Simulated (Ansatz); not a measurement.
## Structures of CaIn2As2: which is lowest?

Plane-wave DFT in Ansatz with scalar-relativistic PAW potentials, cutoff 420 eV, Γ-centred meshes chosen by cell and gap, Gaussian smearing with energies taken to zero width. Every cell was relaxed (cell and atoms) in a run of its own, within the symmetry of its start. Functional: PBE.

Relaxed structures (starts from databases or built by putting these elements on another compound's sites):
A. P6_3/mmc, 10 atoms in the computed cell, a = 4.221 Å, c = 17.900 Å; sites (symmetry × multiplicity) Ca -3m. × 2, In 3m. × 4, As 3m. × 4; start: database
B. I4/mmm, 5 atoms in the computed cell, a = 4.192 Å, c = 14.970 Å; sites (symmetry × multiplicity) Ca 4/mmm × 2, In -4m2 × 4, As 4mm × 4; start: built

Task: Rank them by energy. Could pressure change the order?

Result:
```tsv
structure	group	E − E(lowest) (meV/atom)	V (Å³/atom)	gap on mesh (eV)
A	P6_3/mmc	0.0	27.61	0.13
B	I4/mmm	265	26.30	0.00
```

A is lowest, 265 meV/atom under B. B is denser by 1.31 Å³/atom, so pressure favours it: ΔE/ΔV, with ΔE in eV and 1 eV/Å³ = 160.2 GPa, gives about 32 GPa for equal enthalpy if both cells were rigid; at such pressures compression changes ΔV much, so this is a scale only. Other structures may lie lower than all of these, and vibrations aren't counted.